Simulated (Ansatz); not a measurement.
SnO:
```yaml
crystal:
  lattice:
    - [0.00000, 2.73908, 2.73908]
    - [2.73908, 0.00000, 2.73908]
    - [2.73908, 2.73908, 0.00000]
  atoms:
    - { symbol: O, position: [0.25000, 0.25000, 0.25000] }
    - { symbol: Sn, position: [0.00000, 0.00000, 0.00000] }
```

Relaxed with PBE. Special points in fractions of this cell's reciprocal vectors: Γ (0.000, 0.000, 0.000); X (0.500, 0.000, 0.500); U (0.625, 0.250, 0.625); K (0.375, 0.375, 0.750); L (0.500, 0.500, 0.500); W (0.500, 0.250, 0.750).

Question: List the band energies nearest the Fermi level at these points for the program Ansatz at the PBE with spin–orbit coupling level (PAW).

Answer: In eV from the Fermi level; about four levels below and three above (degenerate sets whole), none deeper than 8.9 eV; points with the same levels are listed once.

```json
[
 {"k": "Γ", "below": "-3.41 -3.41 -3.41 -3.41", "above": "3.90 3.90 4.72 4.72 4.72 4.72"},
 {"k": "X", "below": "-0.48 -0.48 -0.13 -0.13", "above": "4.99 4.99 5.34 5.34"},
 {"k": "U", "below": "-4.33 -4.32 -0.30 -0.29", "above": "0.84 0.84 3.31"},
 {"k": "L", "below": "-3.80 -3.80 -2.31 -2.31", "above": "1.74 1.74 4.38 4.38"},
 {"k": "W", "below": "-5.00 -4.93 -4.88 -4.84", "above": "0.04 0.06 1.38"}
]
```

Space group F-43m (zinc blende). The start of the workflow was typed in or built on a structure type; neither database checked (COD, Materials Project) lists it. It is not the phase usual at ambient conditions (space group No. 129). Symmetry was held in the PBE relaxation; whether a distortion lowers the energy is not shown. The volume moved by 23 % from the start of the relaxation.

Potentials: the earlier of the program's two PAW sets.
